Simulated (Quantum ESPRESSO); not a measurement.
# One change at a time to AlCu2PdSnTi3

Calculated results; nothing here was measured. They come from Quantum ESPRESSO 7.5, a public plane-wave density functional program. Each row is one single-point run on a made-up periodic cell of eight metal atoms, with elements, volume, strain and displacements drawn at random and not relaxed, so a cell may be unstable or far from any real phase. There is no spin polarisation or spin-orbit coupling.

Settings: PBE unless stated; PseudoDojo standard norm-conserving files; Fermi-Dirac width 0.25 eV, which means electrons at about 2900 K; cutoff 1252 eV; 5 x 5 x 5 k mesh shifted half a step off Gamma. E is the free energy of the whole cell (internal energy minus TS), so a -TS column is already part of it. Stress is positive in tension, and the pressure P is minus a third of its trace.

Checks: one run of this series was repeated at a higher cutoff and on a denser mesh, which moved values by no more than 0.003 eV, 0.04 GPa and 0.003 eV/Å, and a second program with other atomic files agreed on it to 2 % rms in force and 0.5 GPa in pressure. Known limits: the copper pseudopotential is less sure than most, with forces differing by about three percent and pressure by about two GPa from a second method on plain copper; the tin pseudopotential is less sure than most, with forces differing by about three percent from a second method on plain tin; heavy elements are run without spin-orbit coupling, which real alloys of them have; a spin test at this wide smearing found no moment, but such smearing suppresses magnetism that the real alloy may have.

The lattice is hexagonal close-packed, and the cell vectors in Å are (-0.082, 0.047, 4.412); (5.443, 0.102, -0.102); (-2.633, 4.677, 0.101), a volume of 113.44 Å³ in run 1. The elements on sites 1 to 8 are Al Sn Pd Ti Ti Ti Cu Cu. Each later run makes one change to run 1 and keeps the rest. E is counted from run 1, and is n/a where other atomic files have another zero of energy.

```
run,change,V (Å³),P (GPa),-TS (eV),rms force (eV/Å),largest change of a force component (eV/Å),E (eV)
1,none,113.44,20.62,-1.336,0.700,0.000,0.000
2,sites 3 and 5 exchanged,113.44,20.88,-1.416,0.685,0.243,0.125
3,all lengths scaled by +0.58 %,115.43,17.25,-1.354,0.664,0.086,?
4,PBEsol in place of PBE,113.44,14.19,-1.337,0.675,0.078,n/a
5,W on site 2,113.44,12.95,-1.477,0.604,1.355,n/a
6,site 1 moved by -0.15 Å along x,113.44,20.42,-1.343,0.691,1.093,-0.029
```

## Worked estimate

Along a uniform scaling dE = -P dV. The mean of the two pressures is 18.935 GPa and the volume changes by 1.99 Å³, with 160.2 GPa to one eV/Å³. The same two rows give -V dP/dV = 194 GPa for this cell with clamped atoms, which is not the bulk modulus of a real alloy.

## Withheld value

Question: what E should run 3 give?

The estimate is -0.235 eV. The calculation gave -0.235 eV.
